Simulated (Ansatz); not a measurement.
BP:
```
CELL_PARAMETERS angstrom
      0.00000     2.27428     2.27428
      2.27428     0.00000     2.27428
      2.27428     2.27428     0.00000
ATOMIC_POSITIONS crystal
  P  0.75000 0.75000 0.75000
  B  0.00000 0.00000 0.00000
```

Relaxed with PBE. Special points in fractions of this cell's reciprocal vectors: Γ (0.000, 0.000, 0.000); X (0.500, 0.000, 0.500); U (0.625, 0.250, 0.625); K (0.375, 0.375, 0.750); L (0.500, 0.500, 0.500); W (0.500, 0.250, 0.750).

### Question
List the band energies nearest the valence-band maximum at these points for plane-wave PAW PBE (Ansatz code).

### Answer
In eV from the valence-band maximum; about four levels below and three above (degenerate sets whole), none deeper than 8.9 eV; … stands for higher levels left out; points with the same levels are listed once.

| k | below | above |
|---|---|---|
| Γ | 0.00 0.00 0.00 | 3.39 3.39 3.39 |
| X | -8.55 -4.09 -4.09 | 1.35 1.67 … |
| U | -8.13 -6.18 -3.48 | 2.16 5.98 9.66 |
| L | -1.75 -1.75 | 3.74 4.70 4.70 |
| W | -8.03 -5.63 -5.43 | 5.33 6.74 7.19 |

Space group F-43m (zinc blende). Symmetry was held in the PBE relaxation.

Potentials: the later of the program's two PAW sets.
